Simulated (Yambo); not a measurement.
## How GW settings move the gap: SrTiO₃

G0W0@PBEsol for SrTiO₃ (cubic perovskite, space group Pm-3m, No. 221) in Yambo. Reference settings: 4×4×4 Γ-centred k mesh, bands 3 to 190 and a 7 Ry block in the screening, 190 bands in G with the Bruneval-Gonze terminator, plasmon pole fitted at 27.2 eV. The PBEsol gap R → Γ on this mesh is 1.83 eV; G0W0 gaps are taken between the same points.

```tsv
change from the reference	G0W0 gap R → Γ (eV)	shift of the valence edge (eV)
reference settings	3.44	-0.32
130 bands in W, 130 bands in G	3.44	-0.24
6 Ry block	3.41	-0.29
82 bands in G, no terminator	3.51	0.45
```

The reference isn't shown to be the converged limit.

The cell is held in this high symmetry; tilts and polar distortions were not searched.

Geometry of the Materials Project entry, not relaxed at this level; primitive cell a = b = c = 3.913 Å, α = β = γ = 90.00°.

A shift is the quasiparticle energy of the state minus its PBEsol energy.
